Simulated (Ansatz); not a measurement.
ZnSnO3:
```
CELL_PARAMETERS angstrom
      2.65392     1.53224     4.67482
     -2.65392     1.53224     4.67482
      0.00000    -3.06449     4.67482
ATOMIC_POSITIONS crystal
  Zn 0.36505 0.36505 0.36505
  Zn 0.63495 0.63495 0.63495
  Sn 0.14916 0.14916 0.14916
  Sn 0.85084 0.85084 0.85084
  O  0.04963 0.44638 0.75761
  O  0.95037 0.55362 0.24239
  O  0.75761 0.04963 0.44638
  O  0.24239 0.95037 0.55362
  O  0.44638 0.75761 0.04963
  O  0.55362 0.24239 0.95037
```

x, y and z are the axes in which the lattice vectors are written.

Task: Give the high-frequency dielectric tensor and the Born effective charge tensors of the independent atoms from DFPT, the program Ansatz at the PBEsol level (PAW).

Result: 
ε∞:
```
4.96  0.00  0.00
0.00  4.96  0.00
0.00  0.00  4.65
```
Z* of atom 1 (Zn), rows: field, columns: displacement, in e:
```
 2.45   0.03   0.00
-0.03   2.45   0.00
 0.00   0.00   2.59
```
Z* of atom 3 (Sn), rows: field, columns: displacement, in e:
```
 4.17  -0.01   0.00
 0.01   4.17   0.00
 0.00   0.00   3.44
```
Z* of atom 5 (O), rows: field, columns: displacement, in e:
```
-2.34   0.15   0.09
 0.16  -2.07   0.34
 0.04   0.50  -2.01
```

Space group R-3. The workflow started from a Materials Project entry (that database holds measured and hypothetical structures alike); the Crystallography Open Database copy checked does not list it. Its standing as an ambient phase is unchecked. The cell was relaxed with PBEsol under the symmetry of its start; whether a distortion lowers the energy is not shown. Scalar-relativistic: spin–orbit coupling is off unless named, which matters more the heavier the elements.

Potentials: the later of the program's two PAW sets.
